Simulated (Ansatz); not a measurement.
Ge:
```yaml
crystal:
  lattice:
    - [4.00425, 0.00000, 0.00000]
    - [-2.00212, 3.46778, 0.00000]
    - [0.00000, 0.00000, 13.14525]
  atoms:
    - { symbol: Ge, position: [0.00000, 0.00000, 0.40682] }
    - { symbol: Ge, position: [0.00000, 0.00000, 0.59318] }
    - { symbol: Ge, position: [0.00000, 0.00000, 0.90682] }
    - { symbol: Ge, position: [0.00000, 0.00000, 0.09318] }
    - { symbol: Ge, position: [0.33333, 0.66667, 0.34413] }
    - { symbol: Ge, position: [0.66667, 0.33333, 0.65587] }
    - { symbol: Ge, position: [0.66667, 0.33333, 0.84413] }
    - { symbol: Ge, position: [0.33333, 0.66667, 0.15587] }
```

Relaxed with PBEsol. Special points in fractions of this cell's reciprocal vectors: Γ (0.000, 0.000, 0.000); M (0.500, 0.000, 0.000); K (0.333, 0.333, 0.000); A (0.000, 0.000, 0.500); L (0.500, 0.000, 0.500); H (0.333, 0.333, 0.500).

Q: List the band energies nearest the Fermi level at these points for DFT-PBEsol in the program Ansatz with PAW potentials.

A: In eV from the Fermi level; about four levels below and three above (degenerate sets whole), none deeper than 8.9 eV; points with the same levels are listed once.

```tsv
k	below	above
Γ	-0.83 -0.83 -0.12 -0.07 0.00	0.05 0.05 0.45
M	-2.40 -2.40 -1.81 -1.43	0.17 0.32 0.54
K	-3.48 -2.70 -2.70 -2.01	1.28 2.19 2.19
A	-0.30 -0.30 -0.30 -0.30	0.12 0.12 1.11 1.11
L	-2.60 -2.60 -1.77 -1.77	0.60 0.60 1.24 1.24
H	-2.84 -2.84 -2.46 -2.46	1.32 1.32 2.66 2.66
```

Space group P6_3/mmc. The workflow started from a Materials Project entry (that database holds measured and hypothetical structures alike); the Crystallography Open Database copy checked does not list it. It is not the phase usual at ambient conditions (space group No. 227). The PBEsol relaxation kept the symmetry of its start; of distortions, only those at the zone centre were tested. The Fermi level of a semimetal is unsure by some 0.05 eV on such meshes. Spin–orbit coupling is left out wherever it is not named.

Potentials: the later of the program's two PAW sets.
